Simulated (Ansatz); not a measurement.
## Au (P6_3/mmc), work and stress of cleavage

Theory: DFT PBEsol, scalar-relativistic, plane waves, PAW (Ansatz). Cutoff 420 eV, Γ-centred 24×24×6 k-points, Gaussian smearing of 0.15 eV. Spin–orbit coupling is left out, which can shift energies with elements as heavy as these. No spin polarisation. Energies are free energies at this smearing, counted from the undisturbed cell; pressure is positive in compression.

The undisturbed cell (relaxed at this level; this form isn't the usual structure):

```
Au
1.0
    -1.43260   -2.48133    0.00000
     1.43260   -2.48133    0.00000
     0.00000    0.00000    9.58116
Au
4
Direct
  0.66667 0.66667 0.12500
  0.66667 0.66667 0.62500
  0.33333 0.33333 0.87500
  0.33333 0.33333 0.37500
```

The cut lies on the cell's a–b face, a (0 0 1) plane (indices in the standard cell, whose axes needn't be the Cartesian ones shown) of area 7.11 Å², between layers 2.40 Å apart. Vector c is lengthened by d along the normal with the atoms' Cartesian places fixed: one unrelaxed cut a cell. The traction is positive where the two halves pull on each other.

```csv
d (Å),energy (J/m²),traction (GPa)
0.00,0.00,0.0
0.50,0.55,14.7
1.00,1.19,10.4
2.00,1.78,2.4
3.00,1.88,0.3
6.00,1.90,0.0
```

Q: What are the work of separation and the cleavage stress, and do they fit the universal binding curve?

A: The energy levels off near W ≈ 1.90 J/m² (the traction is down to 0.0 GPa), the energy of the two unrelaxed faces, 0.95 J/m² each on average. The largest sampled traction is 14.7 GPa at d = 0.50 Å, and a parabola through it and its two neighbours peaks at σ_max ≈ 15.5 GPa, d ≈ 0.64 Å. The curve E = W[1 − (1 + d/ℓ)exp(−d/ℓ)] peaks in traction at d = ℓ with σ_max = W/(eℓ); with 1 J/m² per Å = 10 GPa this W and σ_max give ℓ = 0.45 Å. A parabola through that curve at the same three d peaks at 0.62 Å, against 0.64 Å here, a fair fit. Real crystals break at far lower stress, because cracks concentrate it, and on the plane of lowest W, which needn't be this one.

The cut is rigid; relaxing the faces lowers these energies and usually the stresses.

In a metal these slopes depend on the k mesh and the smearing.

Cost: 6 runs of about 7.8 core-minutes in all, on Arm Neoverse V1 (shared hosts).